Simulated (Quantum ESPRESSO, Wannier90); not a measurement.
## Tight-binding from DFT: Te (C2/m)

```
begin unit_cell_cart
ang
    3.8202900000   -2.1482050000    0.0000000000
    3.8202900000    2.1482050000    0.0000000000
   -0.0942870000    0.0000000000    5.9760860000
end unit_cell_cart
begin atoms_frac
Te  -0.3094500000 -0.3094500000 -0.3388100000
Te   0.3094500000  0.3094500000  0.3388100000
Te   0.0000000000  0.0000000000  0.0000000000
end atoms_frac
```

Structure: Materials Project mp-570459, symmetrised, not relaxed again. Not found in the COD (Crystallography Open Database) copy used, which has the formula in other groups; not checked further. Level: PBEsol, spinors with spin-orbit coupling; pw.x of Quantum ESPRESSO at 64 Ry with PseudoDojo potentials, 6×6×4 k-points, Wannier90. Density: 8×8×6 mesh, cold smearing 0.01 Ry. With spin-orbit coupling a semilocal functional can close or falsely invert a small gap; the band order was not checked against a better method.

A tight-binding model is made by disentanglement and projection with no localisation steps (num_iter = 0), so the 24 orbitals stay atom-like: hydrogen-like Te: s;p, axes along x, y, z; frozen window up to 1.50 eV relative to the Fermi level. It follows pw.x to 4.7 meV rms for states up to 1.0 eV relative to the Fermi level. Matrix elements depend on this choice of orbitals and windows.

The 20 largest hoppings ⟨m,0|H|n,R⟩ between different sites (one of each Hermitian pair; signs follow the real orbitals' lobes; the list may end inside a set of equal values):

```csv
m,n,R,distance of the centres (Å),t (eV),Im t (eV)
Te3 px↑,Te1 pz↑,0 0 0,3.10,1.133,0.000
Te3 px↑,Te2 pz↑,0 0 0,3.10,1.133,0.000
Te3 px↓,Te1 pz↓,0 0 0,3.10,1.133,0.000
Te3 px↓,Te2 pz↓,0 0 0,3.10,1.133,0.000
Te3 pz↑,Te1 px↑,0 0 0,3.12,1.133,0.000
Te3 pz↑,Te2 px↑,0 0 0,3.12,1.133,0.000
Te3 pz↓,Te1 px↓,0 0 0,3.12,1.133,0.000
Te3 pz↓,Te2 px↓,0 0 0,3.12,1.133,0.000
Te2 pz↑,Te1 py↑,0 1 1,3.05,1.084,0.005
Te2 pz↓,Te1 py↓,0 1 1,3.05,1.084,-0.005
Te2 py↑,Te1 pz↑,0 1 1,3.05,1.084,-0.005
Te2 py↓,Te1 pz↓,0 1 1,3.05,1.084,0.005
Te2 pz↑,Te1 py↑,1 0 1,3.05,-1.084,0.005
Te2 pz↓,Te1 py↓,1 0 1,3.05,-1.084,-0.005
Te2 py↑,Te1 pz↑,1 0 1,3.05,-1.084,-0.005
Te2 py↓,Te1 pz↓,1 0 1,3.05,-1.084,0.005
Te3 px↑,Te1 px↑,0 0 0,3.12,0.877,0.000
Te3 px↑,Te2 px↑,0 0 0,3.12,0.877,0.000
Te3 px↓,Te1 px↓,0 0 0,3.12,0.877,0.000
Te3 px↓,Te2 px↓,0 0 0,3.12,0.877,0.000
```
